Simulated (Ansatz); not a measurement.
# Data sheet: Nb2B3 (DFT)

Nb2B3:
```xyz
10
Lattice="1.6537 -9.7455 0.0000 1.6537 9.7455 0.0000 0.0000 0.0000 3.1285" Properties=species:S:1:pos:R:3 pbc="T T T"
Nb     1.6537    -1.3430     0.7821
Nb     1.6537     1.3430     2.3463
Nb     1.6537     3.9474     0.7821
Nb     1.6537    -3.9474     2.3463
B      1.6537    -9.2988     0.7821
B      1.6537     9.2988     2.3463
B      1.6537    -7.4911     0.7821
B      1.6537     7.4911     2.3463
B      1.6537     6.5283     0.7821
B      1.6537    -6.5283     2.3463
```

Space group Cmcm (No. 63); conventional cell a = 3.307 Å, b = 19.491 Å, c = 3.128 Å, α = β = γ = 90.00°.

Method: plane-wave PAW r²SCAN (Ansatz code). Geometry: relaxed at this level of theory. Other levels are named where they apply.

### Cell and energy

```yaml
volume_per_atom: 10.08 Å³
density: 7.19 g/cm³
Formation energy from the elements (no fitted shifts): -79 kJ/mol-atom
```

### Electronic structure

```yaml
electronic_character: metallic (no gap)
Density of states at the Fermi level: 0.27 states/eV per atom (mean over ±0.08 eV)
```

The workflow started from a Materials Project entry (that database holds measured and hypothetical structures alike); the Crystallography Open Database copy checked does not list it. Whether it is the stable phase at ambient conditions was not checked. Symmetry was held in the r²SCAN relaxation; whether a distortion lowers the energy is not shown. The run is not spin-polarised. The references are the lowest solids computed at this level, not always the standard phases. Spin–orbit coupling is left out wherever it is not named.

Potentials: the later of the program's two PAW sets.
